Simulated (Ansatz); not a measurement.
NaTl3F6:
```
NaTl3F6
1.0
    0.00000     4.38624     4.38624
    4.38624     0.00000     4.38624
    4.38624     4.38624     0.00000
Na Tl F
1 3 6
Direct
  0.00000   0.00000   0.00000
  0.25000   0.25000   0.25000
  0.75000   0.75000   0.75000
  0.50000   0.50000   0.50000
  0.74633   0.25367   0.25367
  0.25367   0.74633   0.74633
  0.25367   0.74633   0.25367
  0.74633   0.25367   0.74633
  0.25367   0.25367   0.74633
  0.74633   0.74633   0.25367
```

r²SCAN (plane waves, PAW; program Ansatz) gives a gap of 4.05 eV without spin–orbit coupling, maximum at X, minimum at X.

**Question.** What happens when spin–orbit coupling is switched on?

**Answer.** The gap falls by 0.07 eV, to 3.98 eV; maximum at X, minimum at X.

**Question.** Give the electron effective mass with spin–orbit coupling.

**Answer.** 0.58, 1.3, 1.3 mₑ (principal values).

Space group Fm-3m. The workflow started from a Materials Project entry (that database holds measured and hypothetical structures alike); the Crystallography Open Database copy checked does not list it. Its standing as an ambient phase is unchecked. Symmetry was held in the r²SCAN relaxation; its stability against distortions is not shown here.

Potentials: the later of the program's two PAW sets.
